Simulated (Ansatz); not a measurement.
**Property card for Fe$_{2}$Pt**

Theory: Ansatz 0.2.0, DFT PBE, scalar-relativistic, plane waves, PAW.

Cutoff 420 eV; k points 12×12×18 on the computed 3-atom cell (Γ-centred); Gaussian smearing, width 0.10 eV; collinear spin from starting moments 3.0 3.0 0.5 μB.

The structure is relaxed at this level of theory with its symmetry kept, and needn't be the ground state of this composition.

Space group P-3m1 (No. 164), trigonal, a = 4.185 Å, c = 2.648 Å. Fe has 3 Fe at 2.49 Å, 3 Pt at 2.62 Å, 2 Fe at 2.65 Å, 3 Pt at 2.91 Å and 3 Fe at 3.16 Å; Pt is surrounded by 6 Fe at 2.62 Å, 2 Pt at 2.65 Å and 6 Fe at 2.91 Å.

| Item | Value |
| --- | --- |
| Volume per atom | 13.39 Å³ |
| Formation energy from the elements' standard states (uncorrected) | -0.064 eV/atom |
| Kohn–Sham band gap | none (metal) |
| Density of states at the Fermi level | 2.6 states/eV per cell |
| Orbital (Löwdin) character within 0.5 eV of the Fermi level | Fe 3d 69 %, Pt 5d 19 %, unprojected 5 % |
| Bader charge by site (e) | Fe (2 in the cell) 0.42, Pt (1 in the cell) -0.84 |
| Total moment | 5.91 μB per cell |
| Moment by site (μB) | Fe1 2.76, Fe2 2.76, Pt3 0.46 |

Spin-orbit coupling is left out, which matters for the bands of heavy elements.

Only this magnetic start was tried.

The cell was found from a structure generator's guess, not taken from experiment. Löwdin shares on free-atom orbitals overweight diffuse shells.
